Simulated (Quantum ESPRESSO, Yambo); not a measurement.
At a photon energy of 10.50 eV, RPA with local fields on LDA bands shifted by a G0W0 scissor of 2.73 eV (Quantum ESPRESSO and Yambo; 6×6×6 mesh, 70 bands, 3 Ry local-field block, 0.2 eV broadening) gives ε = 5.33 + 1.65i for AlBO₃ (space group R-3c, No. 167), field along x. Axes are Cartesian, with cell vectors (Å) (2.25, 1.30, 4.63), (-2.25, 1.30, 4.63), (0.00, -2.60, 4.63).

Question: Work out n, κ, the normal-incidence reflectivity, the absorption coefficient and the penetration depth.

Answer: 
|ε| = 5.58; n = √((|ε| + ε1)/2) = 2.34, κ = √((|ε| − ε1)/2) = 0.35. R = ((n − 1)² + κ²)/((n + 1)² + κ²) = 0.17. α = 2Eκ/(ħc) with ħc = 197.327 eV nm: 0.0376 per nm = 3.8 × 10⁵ per cm, a 1/e depth of 27 nm. The computed direct gap is 8.52 eV, and the energy scale of the real crystal may differ from it. Excitonic effects are left out, and values at one energy depend on mesh and broadening. The scissor comes from a G0W0 run whose convergence isn't established. Convergence of the RPA response with its 6×6×6 mesh was not tested.

Geometry of the Materials Project entry, not relaxed at this level; primitive cell a = b = c = 5.314 Å, α = β = γ = 50.16°.
